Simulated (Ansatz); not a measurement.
The relaxed structure here is a generated cell of P: the first start was made by placing the elements on the sites of a structure type, and the end was not matched to a known phase here, so it may be hypothetical. Known forms of P include space group No. 64.

A relaxed structure of P. Space group I2₁3 (No. 199). Method: r2SCAN (plane waves to 500 eV, PAW, scalar-relativistic; Ansatz, a first-principles code).

```xyz
4
Lattice="-2.6858 2.6858 2.6858 2.6858 -2.6858 2.6858 2.6858 2.6858 -2.6858" Properties=species:S:1:pos:R:3 pbc="T T T"
P      1.5991     1.0867    -1.0867
P      1.0867     1.0867     1.0867
P     -1.0867     1.5991     1.0867
P      1.0867    -1.0867     1.5991
```

Question: Estimate the band gap that r2SCAN returns for this input.

Answer: 1.34 eV, indirect (valence top at 67 % of the way from Γ to H, conduction bottom at 20 % of the way from Γ to H) (no spin-orbit coupling).

Question: Estimate the smallest direct gap that r2SCAN returns for this input.

Answer: 1.97 eV at 30 % of the way from N to Γ.

No spin polarisation in the result.

It was reached from a disturbed copy of a I4₁/amd (No. 141) cell (AFLOW prototype A_tI4_141_a (A5, as in Sn)), against which it lies -0.46 eV/atom.
